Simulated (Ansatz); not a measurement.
Wurtzite alloy of GaAs and GaP (15 of 48 As sites exchanged), 96 atoms

Ansatz, PAW, plane waves. PBEsol relaxation of cell lengths and atoms (angles held) at the single k point (¼, ¼, ¼) without its symmetry partners; single points on the relaxed atoms at the Γ point alone, onto which points of the small cell's zone fold. Arrangement: quasirandom. No spin–orbit coupling unless named.

Relaxed structure:

```cif
data_structure
_symmetry_space_group_name_H-M 'P 1'
_symmetry_Int_Tables_number 1
_cell_length_a 11.7944
_cell_length_b 13.6586
_cell_length_c 12.9936
_cell_angle_alpha 90.000
_cell_angle_beta 90.000
_cell_angle_gamma 90.000
_cell_volume 2093.21
loop_
_atom_site_label
_atom_site_type_symbol
_atom_site_fract_x
_atom_site_fract_y
_atom_site_fract_z
_atom_site_occupancy
Ga1 Ga 0.00150 0.16609 0.00035 1
Ga2 Ga 0.00491 0.16947 0.49583 1
Ga3 Ga 0.33266 0.17039 0.00016 1
Ga4 Ga 0.33387 0.16599 0.49543 1
Ga5 Ga 0.17152 0.41578 0.99995 1
Ga6 Ga 0.16934 0.41334 0.49645 1
Ga7 Ga 0.00037 0.67171 0.00308 1
Ga8 Ga 0.99835 0.66456 0.49913 1
Ga9 Ga 0.66670 0.16474 0.99928 1
Ga10 Ga 0.66229 0.16476 0.49710 1
Ga11 Ga 0.49495 0.41506 0.99774 1
Ga12 Ga 0.49387 0.41563 0.49875 1
Ga13 Ga 0.33419 0.67331 0.00287 1
Ga14 Ga 0.33233 0.67392 0.49965 1
Ga15 Ga 0.16795 0.91365 0.99820 1
Ga16 Ga 0.17032 0.91944 0.50340 1
Ga17 Ga 0.83453 0.41803 0.00120 1
Ga18 Ga 0.83842 0.41818 0.49590 1
Ga19 Ga 0.66646 0.66734 0.00067 1
Ga20 Ga 0.67108 0.66339 0.50201 1
Ga21 Ga 0.49541 0.91560 0.99965 1
Ga22 Ga 0.49575 0.91828 0.50247 1
Ga23 Ga 0.83784 0.91359 0.99659 1
Ga24 Ga 0.83528 0.91674 0.50600 1
Ga25 Ga 0.16661 0.08066 0.25560 1
Ga26 Ga 0.16681 0.07982 0.74700 1
Ga27 Ga 0.00119 0.33387 0.25468 1
Ga28 Ga 0.99938 0.33293 0.74915 1
Ga29 Ga 0.49868 0.08230 0.25515 1
Ga30 Ga 0.49933 0.07729 0.74754 1
Ga31 Ga 0.33243 0.33376 0.25559 1
Ga32 Ga 0.33308 0.33190 0.75463 1
Ga33 Ga 0.16681 0.58902 0.24544 1
Ga34 Ga 0.16663 0.58402 0.75123 1
Ga35 Ga 0.99979 0.82956 0.25000 1
Ga36 Ga 0.00109 0.83677 0.75174 1
Ga37 Ga 0.83364 0.08169 0.24980 1
Ga38 Ga 0.83300 0.07800 0.74636 1
Ga39 Ga 0.66547 0.33450 0.24927 1
Ga40 Ga 0.66644 0.33203 0.74830 1
Ga41 Ga 0.49457 0.58599 0.24850 1
Ga42 Ga 0.50350 0.58728 0.74802 1
Ga43 Ga 0.33254 0.83000 0.25559 1
Ga44 Ga 0.33257 0.83796 0.75266 1
Ga45 Ga 0.83764 0.58622 0.25379 1
Ga46 Ga 0.82920 0.58661 0.74913 1
Ga47 Ga 0.66648 0.83366 0.25207 1
Ga48 Ga 0.66571 0.83251 0.74371 1
As1 As 0.00173 0.16668 0.18902 1
As2 As 0.00004 0.16529 0.68411 1
As3 As 0.33236 0.16705 0.18937 1
As4 As 0.33422 0.16536 0.68456 1
As5 As 0.16755 0.41883 0.18814 1
As6 As 0.16786 0.41640 0.68584 1
As7 As 0.99938 0.66868 0.68727 1
As8 As 0.66582 0.16599 0.18766 1
As9 As 0.66575 0.16377 0.68514 1
As10 As 0.49729 0.41777 0.18620 1
As11 As 0.49883 0.41779 0.68733 1
As12 As 0.33346 0.67063 0.68760 1
As13 As 0.16738 0.91416 0.18729 1
As14 As 0.83496 0.41847 0.18939 1
As15 As 0.83315 0.41854 0.68464 1
As16 As 0.66711 0.66675 0.18875 1
As17 As 0.49807 0.91555 0.18859 1
As18 As 0.83430 0.91475 0.18503 1
As19 As 0.16781 0.08184 0.93564 1
As20 As 0.00160 0.33352 0.93712 1
As21 As 0.49756 0.08285 0.93589 1
As22 As 0.16795 0.58324 0.43456 1
As23 As 0.16773 0.58528 0.93990 1
As24 As 0.00192 0.83340 0.43855 1
As25 As 0.83427 0.08319 0.43768 1
As26 As 0.83467 0.08160 0.93505 1
As27 As 0.66546 0.33420 0.43696 1
As28 As 0.66623 0.33309 0.93691 1
As29 As 0.49786 0.58483 0.43718 1
As30 As 0.49820 0.58425 0.93690 1
As31 As 0.83417 0.58532 0.93729 1
As32 As 0.66617 0.83327 0.44094 1
As33 As 0.66516 0.83351 0.93332 1
P1 P 0.00014 0.66787 0.18708 1
P2 P 0.33268 0.66966 0.18698 1
P3 P 0.16723 0.91666 0.68775 1
P4 P 0.66738 0.66786 0.68527 1
P5 P 0.49890 0.91476 0.68621 1
P6 P 0.83403 0.91424 0.68867 1
P7 P 0.16802 0.08306 0.43856 1
P8 P 0.00260 0.33396 0.43714 1
P9 P 0.49773 0.08162 0.43809 1
P10 P 0.33256 0.33040 0.43750 1
P11 P 0.33230 0.33258 0.93728 1
P12 P 0.00274 0.83342 0.93608 1
P13 P 0.33216 0.83687 0.43893 1
P14 P 0.33233 0.83443 0.93646 1
P15 P 0.83499 0.58295 0.43723 1
```

Question: What are the mean bond lengths by pair (pairs within 1.2 times the sum of covalent radii, less contacts 15 % beyond the pair's median; cation–cation pairs of compounds aside; long ionic contacts are cut short by that bound)?

Answer: As–Ga 2.441 ± 0.010 Å (standard deviation, 132 bonds); Ga–P 2.374 ± 0.011 Å (standard deviation, 60 bonds).

Question: What gap lies between the top filled and the lowest empty level in the single points?

Answer: HSE06 1.67 eV (110 s on NVIDIA GB300).
